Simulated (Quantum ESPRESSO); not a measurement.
# Si6AlN: a curve over strain

A calculation, not a measurement. The program is pw.x of Quantum ESPRESSO 7.5 (plane-wave density functional theory). The cell is made up: 8 atoms on a zincblende/diamond lattice, with randomly drawn elements, strain and displacements, not relaxed. PseudoDojo standard norm-conserving files (v0.5 for PBE, v0.4.1 for LDA and PBEsol) set the functional; there is no spin polarisation, spin-orbit coupling or dispersion term, and the masses in the input are unused placeholders.

Seven runs add a strain to one cell (the same linear strain along x, y and z); the atoms follow the cell and are not relaxed. Stress in the table is positive in tension.

Input of the run at -0.0058:

```
&control calculation='scf', pseudo_dir='./dojo.nc.sr.pbe.v0_5.standard.upf', outdir='./o', disk_io='medium', tprnfor=.true., tstress=.true. /
&system ibrav=0, nat=8, ntyp=3, nbnd=26, ecutwfc=84.00895049, nosym=.true., tot_charge=0,
 occupations='smearing', smearing='fd', degauss=0.0073498644
/
&electrons conv_thr=7.350e-09, electron_maxstep=60, /
ATOMIC_SPECIES
Al 1.0 Al.upf
N 1.0 N.upf
Si 1.0 Si.upf
CELL_PARAMETERS angstrom
5.4538 -0.0026 0.0437
-0.0026 5.3831 0.0232
0.0437 0.0232 5.3224
ATOMIC_POSITIONS angstrom
Si -0.0881 0.0154 -0.1628
Al -0.084 2.7242 2.5891
Si 2.6168 0.0014 2.6705
Si 2.6645 2.5669 -0.1097
Si 1.3118 1.3956 1.1081
Si 1.397 4.0357 3.9433
Si 4.0272 1.1887 4.1218
N 4.08 3.9327 1.4084
K_POINTS automatic
6 6 6 1 1 1
```

```
added strain  free energy less that of the input shown (eV)  stress xx (GPa)  stress yy (GPa)  stress zz (GPa)  stress xy (GPa)  pressure (GPa)  iterations
     -0.0205                                         0.0966            -4.97            -4.36            -3.90            -0.81            4.41          11
     -0.0170                                         0.0574            -3.85            -3.31            -2.91            -0.86            3.36          11
     -0.0127                                         0.0243            -2.55            -2.09            -1.76            -0.93            2.14          11
     -0.0079                                         0.0031            -1.18            -0.80            -0.55            -0.99            0.85          11
     -0.0058                                         0.0000            -0.61            -0.27            -0.05            -1.02            0.31          11
     +0.0163                                         0.1480             4.48             4.52             4.45            -1.23           -4.48          11
     +0.0202                                         0.2060             5.22             5.21             5.10            -1.26           -5.18          11
```

A cubic fit gives a slope of stress xx against the added strain of 247 GPa at zero added strain, with the atoms clamped. Across the table the free energy follows the integral of the stress to within 0.7 meV. A rerun of one of the cells at 1437 eV and a 8 x 8 x 8 mesh moved values by no more than 0.002 eV in energy, 0.03 GPa in stress and 0.006 eV/Å in force.